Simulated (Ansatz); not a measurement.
Simulated (Ansatz). Plane-wave DFT: an element X is put into a periodic supercell of the crystal below and the atoms relax. X is one of the candidates, and is told by the neutral defect's formation energy over the elements (uncorrected), its moments where the run had spin, and its relaxed neighbours, eight at most.

```
cell
1.0
     4.0041    0.0000    0.0000
    -2.0020    3.4676    0.0000
     0.0000    0.0000    6.6877
Cl Eu H
1 2 3
Direct
  0.0000 0.0000 0.0000
  0.6667 0.3333 0.7031
  0.3333 0.6667 0.2969
  0.6667 0.3333 0.3466
  0.3333 0.6667 0.6534
  0.0000 0.0000 0.5000
```

- host atoms in supercell: 18
- functional: PBEsol
- wave cutoff: 420 eV
- k mesh: 2, 3, 3
- k shift: 0.5, 0, 0 mesh steps
- gaussian smearing: 0.02 eV
- start displacement: 0.03 angstrom
- electrons started on: no chosen atoms
- candidate elements: P, Sc, Ti, Fe, Br, Y
- found formation energy: 0.63 eV
- found moment change of cell: 0 muB
- found absolute moment of cell: 42.61 muB
- found largest move from host sites: 0.027 angstrom
- found added atom moment: 0.02 muB

```json
{"supercell vector": "A", "supercell times a (host cell vectors)": "0", "supercell times b (host cell vectors)": "0", "supercell times c (host cell vectors)": "-1"}
{"supercell vector": "B", "supercell times a (host cell vectors)": "-1", "supercell times b (host cell vectors)": "1", "supercell times c (host cell vectors)": "0"}
{"supercell vector": "C", "supercell times a (host cell vectors)": "2", "supercell times b (host cell vectors)": "1", "supercell times c (host cell vectors)": "0"}
```

```tsv
hubbard element	hubbard shell	hubbard u eff (eV)
Eu	f	6
```

```json
{"change element": "X", "change kind": "on Cl", "change place a (host cell vectors)": "-1", "change place b (host cell vectors)": "1", "change place c (host cell vectors)": "0"}
```

```csv
found neighbour element,found neighbour distance (angstrom)
Eu,3.071
Eu,3.073
Eu,3.073
Eu,3.073
Eu,3.074
Eu,3.074
H,3.263
H,3.266
```

Task: Which element is X?

Result: Br.

Caveats: open f or d shells may hold a state above the lowest; one random start near the defect, so other minima are possible; the supercell is small.
